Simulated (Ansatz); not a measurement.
# Elastic constants of ScPt (Pm-3m), step by step

```
CELL_PARAMETERS angstrom
3.22937 0.00000 0.00000
0.00000 3.22937 0.00000
0.00000 0.00000 3.22937
ATOMIC_POSITIONS crystal
Sc 0.50000 0.50000 0.50000
Pt 0.00000 0.00000 0.00000
```

The conventional cell has a = 3.229 Å, b = 3.229 Å, c = 3.229 Å, α = 90.00°, β = 90.00°, γ = 90.00°. Sc (atom 1) has 8 Pt at 2.80 Å as nearest neighbours. Around Pt (atom 2) lie 8 Sc at 2.80 Å.

Unless marked otherwise, the numbers come from LDA, all-electron LAPW in Ansatz 0.2.0, scalar-relativistic. k mesh 14×14×14, strains of ±0.008, Fermi-Dirac smearing of 0.100 eV, basis error target 1 meV/atom. The cell was relaxed by PAW under this functional.

The cell is cubic and carries a residual pressure of 0.03 GPa at this level. Each strain component that symmetry leaves independent is applied at ±0.008 and ±0.016, the ions relax wherever a strain frees them, and the stress (tension positive, GPa) is read. Shears are engineering strains, γ = 2ε.

```json
{"strain": "xx", "size": "-0.016", "σxx": "-3.4601", "σyy": "-2.3643", "σzz": "-2.3643", "σyz": "0.0000", "σxz": "0.0000", "σxy": "0.0000"}
{"strain": "xx", "size": "-0.008", "σxx": "-1.7506", "σyy": "-1.1560", "σzz": "-1.1560", "σyz": "0.0000", "σxz": "0.0000", "σxy": "0.0000"}
{"strain": "xx", "size": "+0.008", "σxx": "1.6762", "σyy": "1.0373", "σzz": "1.0373", "σyz": "0.0000", "σxz": "0.0000", "σxy": "0.0000"}
{"strain": "xx", "size": "+0.016", "σxx": "3.3212", "σyy": "2.0516", "σzz": "2.0516", "σyz": "0.0000", "σxz": "0.0000", "σxy": "0.0000"}
{"strain": "yz", "size": "-0.016", "σxx": "-0.0632", "σyy": "-0.0604", "σzz": "-0.0604", "σyz": "-0.9717", "σxz": "0.0000", "σxy": "0.0000"}
{"strain": "yz", "size": "-0.008", "σxx": "-0.0359", "σyy": "-0.0351", "σzz": "-0.0351", "σyz": "-0.4863", "σxz": "0.0000", "σxy": "0.0000"}
{"strain": "yz", "size": "+0.008", "σxx": "-0.0359", "σyy": "-0.0351", "σzz": "-0.0351", "σyz": "0.4863", "σxz": "0.0000", "σxy": "0.0000"}
{"strain": "yz", "size": "+0.016", "σxx": "-0.0632", "σyy": "-0.0604", "σzz": "-0.0604", "σyz": "0.9717", "σxz": "0.0000", "σxy": "0.0000"}
```

The slope is [8(σ(+δ) − σ(−δ)) − (σ(+2δ) − σ(−2δ))]/(12δ), and the program imposes the crystal's symmetry on the matrix.

Question: What are the independent elastic constants?

Answer: C11 = 214.9, C12 = 136.8, C44 = 60.8 GPa.

Question: Do they meet the Born conditions?

Answer: C11 − C12 = 78.2, C11 + 2C12 = 488.5 and C44 = 60.8 GPa must all be positive, so the crystal is elastically stable; that says nothing yet of its phonons.

Question: What moduli does a random aggregate of grains have?

Answer: B = (C11 + 2C12)/3 = 162.8 GPa. G_V = (C11 − C12 + 3C44)/5 = 52.1 and G_R = 5(C11 − C12)C44/(4C44 + 3(C11 − C12)) = 49.7, so G_H = 50.9 GPa. Then E = 9BG/(3B + G) = 138.4 GPa, ν = (3B − 2G)/(6B + 2G) = 0.358 and B/G = 3.20, on the ductile side of Pugh's 1.75 (a rule of thumb).

Question: With the density of 11.835 g/cm³, how fast does sound travel, and what Debye temperature follows?

Answer: 

| direction | slow (m/s) | middle (m/s) | fast (m/s) |
| --- | --- | --- | --- |
| [100] | 2267 | 2267 | 4262 |
| [110] | 1817 | 2267 | 4472 |
| [111] | 1978 | 1978 | 4540 |

The mean of v⁻³ over directions and branches gives v_m = 2328 m/s and θ_D = (ħ/k_B) v_m (6π²n)^(1/3) = 270 K, n being atoms per volume. Young's modulus spans 109 to 162 GPa over directions, and the universal anisotropy index is 0.24.

Question: How far do the constants move if PAW replaces LAPW in the same cell?

Answer: 

| constant | LAPW (GPa) | PAW (GPa) | difference |
| --- | --- | --- | --- |
| C11 | 214.9 | 215.0 | 0.1 |
| C12 | 136.8 | 136.7 | -0.1 |
| C44 | 60.8 | 60.7 | -0.1 |

Limits of these numbers: responses of metals move with mesh and smearing; no spin-orbit coupling on heavy atoms; the frozen-core PAW files of the compared runs were fitted under PBE, their cores solved anew for this functional.
